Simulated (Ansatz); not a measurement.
One crystal and one scan (frozen-phonon scan) at two levels, PBE (plane waves to 420 eV, PAW, scalar-relativistic; Ansatz, a first-principles code) and r2SCAN (plane waves to 500 eV, PAW, scalar-relativistic; Ansatz), each from its own relaxed cell and on its own mesh.

The crystal is LiCl (rock salt); a phonon pattern at Γ is frozen into a 2-atom cell, Q being the largest atomic displacement.

LiCl was relaxed with its symmetry unable to fall.

```csv
quantity,run 1,run 2
Lattice constant a (Å),5.112,5.150
"Band gap of the relaxed cell, no spin-orbit coupling (eV)",7.29,6.26
Harmonic wavenumber from the curvature (finite differences) (cm⁻¹ (negative: imaginary)),192,167
```

Task: Which run is which level?

Result: Run 2 is PBE, run 1 is r2SCAN. PBE gives the higher value for: lattice constant a. PBE gives the lower value for: band gap of the relaxed cell, no spin-orbit coupling; harmonic wavenumber from the curvature. Both give the same shape of the curve: a single well with its minimum at or next to zero displacement. Neither level is exact: the differences show how much the result hangs on the functional.

(A displaced cell: forces are minus the slopes of the energy, force constants its curvatures, and phonons follow from these.)
